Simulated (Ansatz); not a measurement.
In2Te3 in space group Imm2 (No. 44; In on 4d, Te on 4d, Te on 2a), PBEsol (plane waves, PAW; program Ansatz), all energies at zero smearing, with the estimated change up to a 700 eV cutoff added, with one set of potentials and settings (totals compare only within such a set). Cell of 5 atoms (2 In, 3 Te): -31756.625 eV.

```tsv
element	reference phase	E (eV/atom)
In	I4/mmm, 1 atoms in the cell	-5525.4106
Te	P3_121, 3 atoms in the cell	-6901.5142
```

Formation energy per atom, worked out: (-31756.625 − 2×(-5525.4106) − 3×(-6901.5142))/5 = -0.252 eV/atom (-24 kJ per mol of atoms), at 0 K, without zero-point energy or fitted corrections.

The workflow started from a Materials Project entry (that database holds measured and hypothetical structures alike); the Crystallography Open Database copy checked does not list it. COD files the formula under space group No. 216, so this cell is another polymorph or a model. Whether it is the stable phase at ambient conditions was not checked. Symmetry was held in the PBEsol relaxation; its stability against distortions is not shown here. The references are the lowest solids computed at this level, not always the standard phases. Spin–orbit coupling is left out wherever it is not named.

Potentials: the later of the program's two PAW sets.
